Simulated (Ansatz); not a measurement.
**How far is PAW off for GaIr?**

```xyz
2
Lattice="3.0040 0.0000 0.0000 0.0000 3.0040 0.0000 0.0000 0.0000 2.9439" Properties=species:S:1:pos:R:3 pbc="T T T"
Ga    0.0000    0.0000    0.0000
Ir    1.5020    1.5020    1.4720
```

Atoms are numbered in the order listed.

The cell is COD entry 1523837, as deposited and not checked against the literature; nothing was relaxed. The listed cell was then made from it by scaling, straining or moving an atom.

No spin–orbit coupling, which matters for the heavy atoms here.

Methods: DFT, PBEsol, PAW with Ansatz's default frozen-core files, scalar-relativistic (Ansatz 0.2.0); DFT, PBEsol, all-electron PAW with datasets made for the crystal, scalar-relativistic (Ansatz 0.2.0); DFT, PBEsol, all-electron LAPW, scalar-relativistic (Ansatz 0.2.0).

For PAW: a Γ-centred 12×12×12 k mesh, Fermi–Dirac smearing of 0.05 eV, cutoff 420 eV, no spin polarisation; the PAW files were made with PBE, and the program remakes their frozen cores for this functional. The crystal-made all-electron datasets (AE datasets) take a cutoff of 320 eV at this cell. LAPW targets a basis error of 0.25 meV/atom. The Ansatz runs share mesh, smearing and spin set-up. Plane-wave (PAW) pressures include the program's estimate of the Pulay term.

Stress and pressure are positive in compression.

Spin–orbit coupling is left out, which moves gradients at and beside heavy atoms by some per cent and at worst by a factor of two.

In a metal, gradients converge slowly with the k mesh: the values move by tens of per cent from one mesh to another, at times in sign, so only the comparison on one mesh counts.

```
                             quantity    PAW  AE datasets   LAPW
                       pressure (GPa)   9.59         9.65   9.64
                      stress xx (GPa)   8.50         8.56   8.55
                      stress zz (GPa)  11.78        11.83  11.83
field gradient Vzz at Ir2 (10²¹ V/m²)  -4.90        -4.84      –
```

PAW's pressure differs from the LAPW value by -0.05 GPa.
